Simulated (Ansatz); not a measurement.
A trial cell of Hf3Si2O, before relaxation:

```cif
data_structure
_symmetry_space_group_name_H-M 'P-6m2'
_symmetry_Int_Tables_number 187
_cell_length_a 4.0603
_cell_length_b 4.0603
_cell_length_c 8.8452
_cell_angle_alpha 90.000
_cell_angle_beta 90.000
_cell_angle_gamma 120.000
_cell_volume 126.29
loop_
_atom_site_label
_atom_site_type_symbol
_atom_site_symmetry_multiplicity
_atom_site_Wyckoff_symbol
_atom_site_fract_x
_atom_site_fract_y
_atom_site_fract_z
_atom_site_occupancy
Hf1 Hf 1 f 0.66667 0.33333 0.50000 1
Hf2 Hf 1 a 0.00000 0.00000 0.00000 1
Hf3 Hf 1 b 0.00000 0.00000 0.50000 1
Si1 Si 2 h 0.33333 0.66667 0.25167 1
O1 O 1 e 0.66667 0.33333 0.00000 1
```

All numbers below come from Ansatz, DFT PBE, scalar-relativistic, plane waves, PAW. Cutoff 420 eV, Gaussian smearing, Γ-centred meshes. Cell and atoms relax first on a coarse mesh and then on a finer one. In between, the cell is made exact in the group found at 0.06 Å. In metals the finer mesh still leaves noise of several meV/atom or more. The steps can't lower the symmetry of their start. No spin polarisation.

A guess keeps its type if space group and coordination stay and the shape of the cell changes little (axis ratios within about 15 %, angles within 6°); the volume may change.

Question: Will the relaxed cell still be of the starting type?

Answer: It doesn't keep its type. The symmetry stays P-6m2 (No. 187). The volume per atom shrinks by 20.9 %, from 21.0 to 16.6 Å³. The shortest distance goes from 2.34 Å (Hf–O and Hf–Hf) to 2.56 Å (Si–Si). The ratio c/a of the conventional cell changes by a factor of 0.58. Counting neighbours within 15 % of an atom's shortest distance, the start has Hf 3, O 3, Si 12 and the end Hf 5/11, O 5, Si 7. In detail, at the end Hf on its first site has 3 Hf at 2.60 Å, 2 O at 2.85 Å and 6 Si at 2.89 Å; around Si lie 1 Si at 2.56 Å, 9 Hf at 2.89–3.04 Å, 3 O at 3.04 Å and 1 Si at 3.14 Å; around O lie 3 Hf at 2.60 Å, 2 Hf at 2.85 Å and 6 Si at 3.04 Å; 2 more sites not described.

```
Hf Si O
1.0
     4.49902    0.00000    0.00000
    -2.24951    3.89627    0.00000
     0.00000    0.00000    5.69603
Hf Si O
3 2 1
Direct
  0.66667 0.33333 0.50000
  0.00000 0.00000 0.00000
  0.00000 0.00000 0.50000
  0.33333 0.66667 0.27572
  0.33333 0.66667 0.72428
  0.66667 0.33333 0.00000
```

The last run used a 12×12×8 mesh (in the run's order of axes) for its 6-atom cell and Gaussian smearing of 0.10 eV. These runs have no spin–orbit coupling, which can matter for Hf. Symmetry constrained the relaxation, so the result can be a saddle point. Another cell of Hf3Si2O relaxed alike, in P-3m1, lies 0.72 eV/atom lower, so this cell isn't the stable form at this level.

In counts of neighbours, a slash parts the counts of unlike sites.
